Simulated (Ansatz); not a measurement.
Sc started on a K site in cubic perovskite KZnF3, 20 atoms, charge +2

A calculation with Ansatz 0.2.0 (PAW, plane waves); the settings stand in the input.

Input:

```yaml
crystal:
  lattice:
    - [8.104526, 0.000000, 0.000000]
    - [0.000000, 8.104526, 0.000000]
    - [0.000000, 0.000000, 4.052263]
  atoms:
    - { symbol: K, position: [0.004904, 0.986600, 0.983034] }
    - { symbol: K, position: [0.012449, 0.504962, 0.991195] }
    - { symbol: K, position: [0.480266, 0.996469, 0.001777] }
    - { symbol: Sc, position: [0.485273, 0.492066, 0.959123] }
    - { symbol: Zn, position: [0.264343, 0.251581, 0.460459] }
    - { symbol: Zn, position: [0.253886, 0.756508, 0.522596] }
    - { symbol: Zn, position: [0.754616, 0.244922, 0.517819] }
    - { symbol: Zn, position: [0.730668, 0.749570, 0.526944] }
    - { symbol: F, position: [0.263829, 0.231577, 0.047668] }
    - { symbol: F, position: [0.238760, 0.742162, 0.004555] }
    - { symbol: F, position: [0.756850, 0.233246, 0.998725] }
    - { symbol: F, position: [0.742068, 0.764310, 0.984017] }
    - { symbol: F, position: [0.012237, 0.246390, 0.493881] }
    - { symbol: F, position: [0.002950, 0.749014, 0.552105] }
    - { symbol: F, position: [0.515981, 0.249575, 0.452309] }
    - { symbol: F, position: [0.497903, 0.775078, 0.498395] }
    - { symbol: F, position: [0.239710, 0.002465, 0.457251] }
    - { symbol: F, position: [0.264052, 0.497305, 0.542757] }
    - { symbol: F, position: [0.768002, 0.998963, 0.492225] }
    - { symbol: F, position: [0.760441, 0.510460, 0.530832] }
kpoints:
  mp_grid: { grid: [2, 2, 2], shift: [0.5, 0.5, 0.5] }
hamiltonian:
  xc: pbesol
total_charge: 2
scf:
  occupations: { method: fermi_dirac, width: 0.01 }
  max_iter: 100
  n_extra_bands: 0
output:
  forces: true
  eigenvalues: true
  stress: true
```

Command:

```sh
ansatz run in.yaml --threads 8 --pin off --max-ram 13300MiB --runs-dir r --events-out ev --progress --plain
```

The output:

```
Error: inconsistent input (scf.n_extra_bands, scf.occupations.method): n_bands = 84 leaves no empty band above the 84 bands per channel that the deck's 168 electrons occupy, and the occupations search for the Fermi level (a smearing at a finite width, or tetrahedra): a level found among occupied bands alone can fill a metal as an insulator; raise scf.n_extra_bands until at least 85 bands are solve
```

The program refused the input.
